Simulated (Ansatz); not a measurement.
MgH2:
```
CELL_PARAMETERS angstrom
      4.42932     0.00000     0.00000
      0.00000     4.42932     0.00000
      0.00000     0.00000     2.97313
ATOMIC_POSITIONS crystal
  Mg 0.00000 0.00000 0.00000
  Mg 0.50000 0.50000 0.50000
  H  0.30432 0.30432 0.00000
  H  0.19568 0.80432 0.50000
  H  0.69568 0.69568 0.00000
  H  0.80432 0.19568 0.50000
```

x, y and z are the axes in which the lattice vectors are written.

Q: Give the high-frequency dielectric tensor and the Born effective charge tensors of the independent atoms from DFPT, LDA in the plane-wave PAW code Ansatz.

A: 
ε∞:
```
4.26  0.00  0.00
0.00  4.26  0.00
0.00  0.00  4.31
```
Z* of atom 1 (Mg), rows: field, columns: displacement, in e:
```
1.83  0.12  0.00
0.12  1.83  0.00
0.00  0.00  1.93
```
Z* of atom 3 (H), rows: field, columns: displacement, in e:
```
-0.92  -0.21   0.00
-0.21  -0.92   0.00
 0.00   0.00  -0.97
```

Space group P4_2/mnm (rutile). The cell was relaxed with LDA under the symmetry of its start; phonons on a q-mesh show no instability.

Potentials: the later of the program's two PAW sets.
